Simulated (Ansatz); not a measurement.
**Structures of Nb₃Re: which is lowest?**

Plane-wave DFT in Ansatz with scalar-relativistic PAW potentials, cutoff 420 eV, Γ-centred meshes chosen by cell and gap, Gaussian smearing with energies taken to zero width. Every cell was relaxed (cell and atoms) in a run of its own, within the symmetry of its start. Functional: PBE.

Relaxed structures (starts from databases or built by putting these elements on another compound's sites):
A. Pm-3m, 4 atoms in the computed cell, a = 4.134 Å; sites (symmetry × multiplicity) Nb 4/mm.m × 3, Re m-3m × 1; start: built
B. P6_3/mmc, 8 atoms in the computed cell, a = 5.647 Å, c = 5.117 Å; sites (symmetry × multiplicity) Nb mm2 × 6, Re -6m2 × 2; start: built

Task: Rank them by energy. Could pressure change the order?

Result:
| structure | group | E − E(lowest) (meV/atom) | V (Å³/atom) | gap on mesh (eV) |
| --- | --- | --- | --- | --- |
| B | P6_3/mmc | 0.0 | 17.66 | 0.00 |
| A | Pm-3m | 50 | 17.67 | 0.00 |

B is lowest, 50 meV/atom under A. The two lowest differ in volume by under 3 %, too little for a first-order estimate of what pressure does to that pair (other pairs aren't weighed here); with rigid cells even 3 % in favour of the higher one would need about 15 GPa. Other structures may lie lower than all of these, and vibrations aren't counted.

Spin-orbit coupling is left out, which matters for the bands of heavy elements.